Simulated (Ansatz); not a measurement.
Given:

SnP₃ (space group R-3m)

```
SnP3
1.0
    3.69085     2.13092     3.42683
   -3.69085     2.13092     3.42683
    0.00000    -4.26183     3.42683
Sn P
2 6
Direct
  0.74220   0.74220   0.74220
  0.25780   0.25780   0.25780
  0.20552   0.20552   0.74742
  0.79448   0.79448   0.25258
  0.74742   0.20552   0.20552
  0.25258   0.79448   0.79448
  0.20552   0.74742   0.20552
  0.79448   0.25258   0.79448
```

E(V) scan at fixed shape, V₀ the volume above. The atoms relax within the cell's symmetry.

Level of theory: PBEsol (plane waves to 420 eV, PAW, scalar-relativistic; Ansatz, a quantum-chemistry and plane-wave program). k mesh 9×9×9 (Γ-centred), Fermi-Dirac smearing 0.05 eV. The energy includes the smearing's −TS. Stress and pressure are positive under compression. With the shape held, the modulus is that of even scaling; a crystal free to change shape is softer. SnP3 was relaxed with its symmetry unable to fall. ΔE is measured from the relaxed starting cell.

The scan covers V/V₀ from 0.940 to 1.060 in 9 points.

Problem. What is ΔE at V/V₀ = 0.940?

Solution. 14 meV/atom.

Problem. What is ΔE at V/V₀ = 1.060?

Solution. 11 meV/atom.

Problem. What pressure does the cell carry at V/V₀ = 0.940?

Solution. 3.9 GPa.

(A scan under strain: stresses follow from slopes of the energy per volume, elastic moduli from its curvatures.)
